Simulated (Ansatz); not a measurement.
A relaxed cell of Ge5F is given with its symmetry left out. The cell was found from a structure generator's guess, not taken from experiment.

Theory: DFT PBE, scalar-relativistic, plane waves, PAW in Ansatz. Cutoff 420 eV, Γ-centred mesh, Gaussian smearing, no spin polarisation.

```
Ge F
1.0
     4.66173    0.00000    0.00000
    -2.33086    4.03718    0.00000
     0.00000    0.00000    5.52381
Ge F
5 1
Direct
  0.33333 0.66667 0.23755
  0.66667 0.33333 0.23755
  0.66667 0.33333 0.76245
  0.33333 0.66667 0.76245
  0.00000 0.00000 0.50000
  0.00000 0.00000 0.00000
```

The zero of energy is the elements' standard structures at the same level (F₂ as a molecule); no fitted shifts are applied.

(1) Find its symmetry and describe it.

(2) What is its formation energy per atom?

(3) Is it a metal?

Results:

(1) P6/mmm (No. 191). Conventional cell: a = 4.662 Å, c = 5.524 Å. Ge on a site of symmetry 3m has 4 Ge at 2.62–2.69 Å, 1 Ge at 2.90 Å, 3 F at 2.99 Å and 3 Ge at 3.06 Å; Ge on a site of symmetry 6/mmm has 2 F at 2.76 Å and 12 Ge at 3.06 Å; F is surrounded by 2 Ge at 2.76 Å and 12 Ge at 2.99 Å (long contacts).

(2) −0.11 eV/atom. A negative formation energy is needed for stability but isn't enough: competing phases decide.

(3) Yes, bands cross the Fermi level on the 12×12×8 mesh.

The last run used a 12×12×8 mesh (in the run's order of axes) for its 6-atom cell and Gaussian smearing of 0.10 eV. Symmetry constrained the relaxation, so the result can be a saddle point.
